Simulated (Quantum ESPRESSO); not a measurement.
Band energies of CO₂

```xyz
6
Lattice="2.6359 -2.3874 0.0000 2.6359 2.3874 0.0000 0.0000 0.0000 6.5872" Properties=species:S:1:pos:R:3 pbc="T T T"
C      0.0000     0.0000     0.0000
C      2.6359     0.0000     3.2936
O      2.6359    -1.4635     5.8747
O      2.6359     1.4635     0.7125
O      2.6359    -0.9239     2.5811
O      2.6359     0.9239     4.0061
```

PBEsol (Quantum ESPRESSO, PseudoDojo norm-conserving, 84 Ry, without SOC); path ΓXSRAZΓYX1A1TY,ZT; energies in eV from the valence-band maximum.

```csv
k (1/Å),point,band 12,band 13,band 14,band 15,band 16,band 17,band 18,band 19
0.00,Γ,-3.49,-0.97,-0.93,-0.61,-0.56,6.58,7.11,7.65
0.60,,-3.89,-0.76,-0.44,-0.33,-0.31,7.80,7.83,8.04
1.20,X,-3.63,-0.95,-0.64,-0.32,-0.01,7.77,8.79,8.90
1.40,,-3.68,-0.83,-0.64,-0.29,-0.09,7.77,8.52,8.77
2.00,S,-3.67,-0.69,-0.69,-0.29,-0.29,7.56,7.56,8.56
2.24,,-3.63,-0.73,-0.73,-0.26,-0.26,7.60,7.60,8.58
2.48,R,-3.59,-0.77,-0.77,-0.24,-0.24,7.63,7.63,8.61
3.08,,-3.89,-0.61,-0.61,-0.32,-0.32,8.25,8.25,8.71
3.28,A,-3.98,-0.65,-0.65,-0.31,-0.31,8.33,8.33,8.84
3.80,,-3.75,-0.49,-0.49,-0.39,-0.39,8.06,8.06,8.20
4.48,Z,-3.54,-0.79,-0.79,-0.73,-0.73,7.43,7.43,7.66
4.96,Γ,-3.49,-0.97,-0.93,-0.61,-0.56,6.58,7.11,7.65
5.11,,-3.54,-0.93,-0.91,-0.60,-0.55,6.68,7.17,7.66
5.70,,-3.59,-0.87,-0.54,-0.40,-0.30,7.76,8.29,8.31
6.15,Y,-3.61,-0.99,-0.64,-0.33,0.00,7.77,8.83,8.93
6.15,X1,-3.63,-0.95,-0.64,-0.32,-0.01,7.77,8.79,8.90
6.63,A1,-3.98,-0.65,-0.65,-0.31,-0.31,8.33,8.33,8.84
6.63,T,-4.05,-0.67,-0.67,-0.30,-0.30,8.35,8.35,8.87
7.10,Y,-3.61,-0.99,-0.64,-0.33,0.00,7.77,8.83,8.93
7.10,Z,-3.54,-0.79,-0.79,-0.73,-0.73,7.43,7.43,7.66
7.70,,-3.95,-0.76,-0.76,-0.39,-0.39,8.01,8.01,8.29
8.29,T,-4.05,-0.67,-0.67,-0.30,-0.30,8.35,8.35,8.87
```

The PBEsol gap is indirect, 6.58 eV, from Y to Γ; the smallest direct gap is 7.14 eV. Another valence extremum on the path lies within 0.02 eV, too close to call.

Geometry of the Materials Project entry, not relaxed at this level.

The structure is a Materials Project entry; no match was found in the copy of COD used, and its stability was not checked.

Letters of k points follow the standard setting of the lattice, whose axes may be ordered differently from the printed cell.

The distance between layers or molecules is the database entry's, not relaxed here. Functionals without dispersion can leave it too large, which widens gaps and weakens the response across layers: the numbers belong to this cell.
